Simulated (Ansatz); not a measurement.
Si$_{3}$Ge in space group P-4m2 (No. 115; Si on 2g, Si on 1a, Ge on 1c), DFT-PBEsol in the program Ansatz with PAW potentials. The conduction-band minimum lies at M, with 1 equivalent valley. Second derivatives d²E/dk² of the lowest band at one valley (eV·Å²), along Cartesian directions:

```json
[
 {"direction": "[100]", "d²E/dk²": "19.21"},
 {"direction": "[010]", "d²E/dk²": "19.21"},
 {"direction": "[001]", "d²E/dk²": "41.89"},
 {"direction": "[110]", "d²E/dk²": "19.12"},
 {"direction": "[101]", "d²E/dk²": "30.42"},
 {"direction": "[011]", "d²E/dk²": "30.42"}
]
```

### Question
Find the principal effective masses, the density-of-states mass and the conductivity mass.

### Answer
Off-diagonal terms follow from H_xy = H[110] − (H_xx + H_yy)/2, and m*/mₑ = 7.620 eV·Å² over each eigenvalue: 0.18, 0.39, 0.40. One valley's DOS mass (m₁m₂m₃)^(1/3) = 0.31, conductivity mass 3/(Σ 1/mᵢ) = 0.28 mₑ.

### Question
What effective density of states Nc follows at 300 K for parabolic valleys?

### Answer
Nc = 2.509e19 × 1 × (0.31)^(3/2) ≈ 4.3e18 cm⁻³.

The start of the workflow was typed in or built on a structure type; neither database checked (COD, Materials Project) lists it. Its standing as an ambient phase is unchecked. Symmetry was held in the PBEsol relaxation; its stability against distortions is not shown here. Scalar-relativistic: spin–orbit coupling is off unless named, which matters more the heavier the elements.

Potentials: the earlier of the program's two PAW sets. The files were generated under PBE; for other functionals the program regenerates the frozen cores, and for LDA and PBEsol the local potential too.

Edges and masses are those of Kohn–Sham bands, whose gap is no quasiparticle gap.
